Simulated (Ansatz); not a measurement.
Rb2ZnF4:
```
CELL_PARAMETERS angstrom
     -2.06583     2.06583     6.83753
      2.06583    -2.06583     6.83753
      2.06583     2.06583    -6.83753
ATOMIC_POSITIONS crystal
  Rb 0.35385 0.35385 0.00000
  Rb 0.64615 0.64615 0.00000
  Zn 0.00000 0.00000 0.00000
  F  0.14688 0.14688 0.00000
  F  0.85312 0.85312 0.00000
  F  0.50000 0.00000 0.50000
  F  0.00000 0.50000 0.50000
```

DFT-r²SCAN in the program Ansatz with PAW potentials gives a gap of 5.16 eV without spin–orbit coupling, maximum on the X–P line, 6 % of the way from X, minimum at Γ.

Q: What happens when spin–orbit coupling is switched on?

A: The gap is nearly the same, to 5.16 eV; maximum on the X–P line, 4 % of the way from X, minimum at Γ.

Q: Give the electron effective mass with spin–orbit coupling.

A: 0.49 mₑ (isotropic).

Space group I4/mmm. The first step of the workflow began from a Materials Project structure, measured or hypothetical; the Crystallography Open Database copy checked does not list it. Whether it is the stable phase at ambient conditions was not checked. Symmetry was held in the r²SCAN relaxation; whether a distortion lowers the energy is not shown.

Potentials: the later of the program's two PAW sets.
